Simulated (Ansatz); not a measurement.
# ReP₂: start and end of a relaxation

The guess for ReP₂ was made by a generator: ordered vacancies on the cation sites of zinc blende (P-4m2, No. 115) (occupants of the shared sites, in ratio, Re: 1, vacant: 1). The dimensions are guesses.

start.cif

```cif
data_structure
_symmetry_space_group_name_H-M 'P-4m2'
_symmetry_Int_Tables_number 115
_cell_length_a 3.8016
_cell_length_b 3.8016
_cell_length_c 5.3763
_cell_angle_alpha 90.000
_cell_angle_beta 90.000
_cell_angle_gamma 90.000
_cell_volume 77.70
loop_
_atom_site_label
_atom_site_type_symbol
_atom_site_symmetry_multiplicity
_atom_site_Wyckoff_symbol
_atom_site_fract_x
_atom_site_fract_y
_atom_site_fract_z
_atom_site_occupancy
Re1 Re 1 a 0.00000 0.00000 0.00000 1
P1 P 2 g 0.50000 0.00000 0.25000 1
```

Theory: DFT PBE, scalar-relativistic, plane waves, PAW (Ansatz). Cutoff 420 eV, Gaussian smearing, Γ-centred meshes. Cell and atoms relax first on a coarse mesh and then on a finer one. In between, the cell is made exact in the group found at 0.06 Å. In metals the finer mesh still leaves noise of several meV/atom or more. The steps can't lower the symmetry of their start. No spin polarisation in the relaxation; trial moments died out in a coarse test.

end.cif

```cif
data_structure
_symmetry_space_group_name_H-M 'P-4m2'
_symmetry_Int_Tables_number 115
_cell_length_a 3.0648
_cell_length_b 3.0648
_cell_length_c 5.4769
_cell_angle_alpha 90.000
_cell_angle_beta 90.000
_cell_angle_gamma 90.000
_cell_volume 51.45
loop_
_atom_site_label
_atom_site_type_symbol
_atom_site_symmetry_multiplicity
_atom_site_Wyckoff_symbol
_atom_site_fract_x
_atom_site_fract_y
_atom_site_fract_z
_atom_site_occupancy
Re1 Re 1 a 0.00000 0.00000 0.00000 1
P1 P 2 g 0.50000 0.00000 0.31360 1
```

The symmetry stays P-4m2 (No. 115). The volume per atom shrinks by 33.8 %, from 25.9 to 17.1 Å³. The shortest distance goes from 2.33 Å (Re–P) to 2.30 Å (Re–P). The ratio c/a of the conventional cell changes by a factor of 1.26. The energy falls by about 0.22 eV/atom (the start's value is from the coarse mesh).

For ReP₂, the volume per atom is 17.1 Å³. The density is 8.0 g/cm³, the energy over the elements is +0.41 eV/atom and the gap on the 14×14×8 mesh of the 3-atom cell is 0 eV (a metal).

The zero of energy is the elements' standard structures at the same level; no fitted shifts are applied. The references include black phosphorus. It can't be a ground state, since the elements alone are lower.

The last run used Gaussian smearing of 0.10 eV. Weakly bound directions are ill-defined at this level, which has no dispersion term. These runs have no spin–orbit coupling, which can matter for Re. The reference form of P is held partly by dispersion forces, which this level lacks. Symmetry constrained the relaxation, so the result can be a saddle point. In all, the 4 runs took 100 s on 1 thread of Arm Neoverse V2, with other jobs on the host.
